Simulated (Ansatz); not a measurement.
Bi:
```
Bi
1.0
    0.00000     3.58258     3.58258
    3.58258     0.00000     3.58258
    3.58258     3.58258     0.00000
Bi
2
Cartesian
  0.00000   0.00000   0.00000
  1.79129   1.79129   1.79129
```

Relaxed with PBEsol. Special points in fractions of this cell's reciprocal vectors: Γ (0.000, 0.000, 0.000); X (0.500, 0.000, 0.500); U (0.625, 0.250, 0.625); K (0.375, 0.375, 0.750); L (0.500, 0.500, 0.500); W (0.500, 0.250, 0.750).

Q: List the band energies nearest the Fermi level at these points for plane-wave PAW PBEsol (Ansatz code).

A: In eV from the Fermi level; about four levels below and three above (degenerate sets whole), none deeper than 8.9 eV; points with the same levels are listed once.

```csv
k,below,above
Γ,-7.62 -1.26 -1.26 -1.26,0.95 0.95 0.95
X,-2.96 -2.96 -0.38 -0.38,4.56 4.56 6.14 6.14
U,-3.46 -2.72 -0.44,1.15 3.36 3.68
L,-2.38 -2.08 -2.08,2.01 2.01 4.08
W,-3.24 -3.24,0.72 0.72 2.96 2.96
```

Space group Fd-3m (diamond). The start of the workflow was typed in or built on a structure type; neither database checked (COD, Materials Project) lists it. It is not the phase usual at ambient conditions (space group No. 166). Symmetry was held in the PBEsol relaxation. At this level the phase is mechanically unstable. Spin–orbit coupling is left out wherever it is not named.

Potentials: the later of the program's two PAW sets.
